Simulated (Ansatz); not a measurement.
**ZrB₂: pressure against volume**

ZrB₂, P6/mmm, a = 3.167 Å, c = 3.551 Å. The structure is a COD entry; whether it is the stable form wasn't checked. Ansatz: r2SCAN, PAW, 500 eV, Γ-centred 18×18×12 mesh on 3 atoms, Gaussian smearing 0.10 eV; no spin polarisation. Shape and atoms are relaxed at each volume; pressure is positive in compression.

```
V (Å³/atom) P (GPa)
      9.668    16.89
      9.976        ?
     10.285    -0.01
     10.593    -6.76
     10.902   -12.58
```

Problem. Take V0 = 10.285 Å³/atom, count pressures from its P0 = -0.01 GPa, fit the third-order Birch–Murnaghan form to the other rows, and predict the missing pressure.

Solution. With the Eulerian strain f = ½[(V0/V)^(2/3) − 1] and y = (P − P0)/[3f(1 + 2f)^(5/2)], the form is the line y = B0 + 1.5 B0 (B0′ − 4) f. Rows (f, y): 0.02105, 241.4; -0.00974, 242.7; -0.01905, 242.4. Means f = -0.002580, y = 242.17; Σ(Δf)² = 0.0008809, ΣΔfΔy = -0.02578; the slope is their ratio. y = 242.1 − 29.26 f GPa, so B0 = 242.1 GPa and B0′ = 4 + 2 × (-29.26)/(3 × 242.1) = 3.92. At V = 9.976, f = 0.01027, y = 241.80 and P = 7.83 GPa. The run gave 7.81 GPa, so the fit is 0.02 GPa too high, a small miss on the scale of the series.

Cost: 5 runs of about 4.1 core-minutes in all, on Arm Neoverse V2 (shared hosts).